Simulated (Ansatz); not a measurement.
**CsPbCl₃: comparing deformations**

Theory: DFT PBEsol, scalar-relativistic, plane waves, PAW (Ansatz). Settings: plane waves to 420 eV, k-mesh 6×6×6 (Γ-centred), Gaussian smearing 0.05 eV. Spin–orbit coupling is left out, which can shift energies with elements as heavy as these. No spin polarisation. Energies are free energies at this smearing, counted from the undisturbed cell; pressure is positive in compression.

Zero of the scan (as given, not relaxed at this level; it stands at 0.2 GPa, and it needn't be the usual structure):

```
CELL_PARAMETERS angstrom
5.60500 0.00000 0.00000
0.00000 5.60500 0.00000
0.00000 0.00000 5.60500
ATOMIC_POSITIONS crystal
Cs 0.00000 0.00000 0.00000
Pb 0.50000 0.50000 0.50000
Cl 0.00000 0.50000 0.50000
Cl 0.50000 0.00000 0.50000
Cl 0.50000 0.50000 0.00000
```

The cell is strained by ε times a Voigt pattern (xx, yy, zz, yz, xz, xy; engineering shear) with fractional coordinates fixed. τ = (1/V0) dE/dε comes from the stress tensor. Of each scan, only the three points used here are listed.

| pattern | ε | τ (GPa) |
| --- | --- | --- |
| (1, 1, 0, 0, 0, 0) | -0.0250 | -4.37 |
| (1, 1, 0, 0, 0, 0) | 0.0000 | -0.37 |
| (1, 1, 0, 0, 0, 0) | 0.0250 | 2.63 |
| (0, 0, 1, 0, 0, 0) | -0.0250 | -1.96 |
| (0, 0, 1, 0, 0, 0) | 0.0000 | -0.19 |
| (0, 0, 1, 0, 0, 0) | 0.0250 | 1.13 |
| (1, -1, 0, 0, 0, 0) | -0.0075 | -0.79 |
| (1, -1, 0, 0, 0, 0) | 0.0000 | 0.00 |
| (1, -1, 0, 0, 0, 0) | 0.0075 | 0.79 |

Task: Which constants do the scans give, and which deformation costs least for the same size of strain tensor?

Result: The slope dτ/dε at zero (parabola through three points) is pᵀCp: (1, 1, 0, 0, 0, 0) gives 2(C11 + C12) = 140 GPa; (0, 0, 1, 0, 0, 0) gives C11 = 62 GPa; (1, -1, 0, 0, 0, 0) gives 2(C11 − C12) = 106 GPa. The size of the strain tensor, ε:ε, is ε² times 2.0, 1.0, 2.0. Per unit of it the stiffnesses are 70, 62, 53 GPa, so (1, -1, 0, 0, 0, 0) is the softest of these: at ε:ε = (1 %)² the quadratic term costs 0.58 meV/atom against 0.77 for the stiffest.

Task: What else follows for this cubic crystal?

Result: From the unrounded slopes C11 = 61.7 and C12 = 8.3 GPa, so B = (C11 + 2 C12)/3 = 26 GPa and the Poisson ratio for a pull along a cube edge is C12/(C11 + C12) = 0.12. Symmetry also asks 2(C11 − C12) = 107 GPa, against 106 from its own scan.

Symmetry holds off the tilts and polar distortions that many cubic perovskites undergo.